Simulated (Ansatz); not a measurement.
Ga$_{2}$O$_{3}$:
```cif
data_Ga8O12
_chemical_formula_sum 'Ga8 O12'
_space_group_name_H-M_alt 'C2/m'
_space_group_IT_number 12
_space_group_name_Hall '-C 2y'
_cell_length_a 12.27881
_cell_length_b 3.04740
_cell_length_c 5.80972
_cell_angle_alpha 90.000
_cell_angle_beta 103.710
_cell_angle_gamma 90.000
loop_
_atom_site_label
_atom_site_type_symbol
_atom_site_symmetry_multiplicity
_atom_site_Wyckoff_symbol
_atom_site_fract_x
_atom_site_fract_y
_atom_site_fract_z
_atom_site_occupancy
Ga1 Ga 4 i 0.15875 0.50000 0.31446 1
Ga2 Ga 4 i 0.09045 0.00000 0.79529 1
O1 O 4 i 0.49625 0.00000 0.25594 1
O2 O 4 i 0.17322 0.00000 0.56276 1
O3 O 4 i 0.16525 0.00000 0.10946 1
```
(The calculation used a cell of 10 atoms; values per cell refer to that cell.)

Relaxed with PBEsol. PBEsol in the plane-wave PAW code Ansatz gives a gap of 2.22 eV.

Problem. What gap does HSE06 give on the same cell (Ansatz, PAW)?

Solution. 4.13 eV, 1.90 eV more. The hybrid was solved on a coarser mesh and at special points; its gap is the smallest among all of these.

```
k   v1 PBEsol  c1 PBEsol  v1 HSE06  c1 HSE06
--  ---------  ---------  --------  --------
Γ       -0.02       2.22     -0.02      4.13
Y2      -0.16       4.42         ?         ?
A       -0.31       4.61     -0.31      6.57
M2      -0.02       5.02     -0.02      7.04
V2      -0.12       5.48         ?         ?
L2      -0.66       6.73     -0.72      8.89
C       -0.11       5.61         ?         ?
D       -0.64       6.76         ?         ?
```

Problem. Top valence (v1) and lowest conduction level (c1) in eV from each method's valence maximum (which need not be a listed point): supply the withheld HSE06 values.

Solution. 
- D, v1 HSE06: -0.68
- D, c1 HSE06: 8.91
- Y2, v1 HSE06: -0.20
- Y2, c1 HSE06: 6.35
- V2, v1 HSE06: -0.23
- V2, c1 HSE06: 7.53
- C, v1 HSE06: -0.22
- C, c1 HSE06: 7.68

Cost on shared cores: the PBEsol run (SCF on a 9×9×5 mesh, then bands and DOS) around 4 core-minutes (rough), the HSE06 run (SCF on 6×6×3, then a few points) around 12 core-minutes (rough); the tasks are unlike.

Symmetry was held in the PBEsol relaxation. Scalar-relativistic: spin–orbit coupling is off unless named, which matters more the heavier the elements.

Potentials: the earlier of the program's two PAW sets.
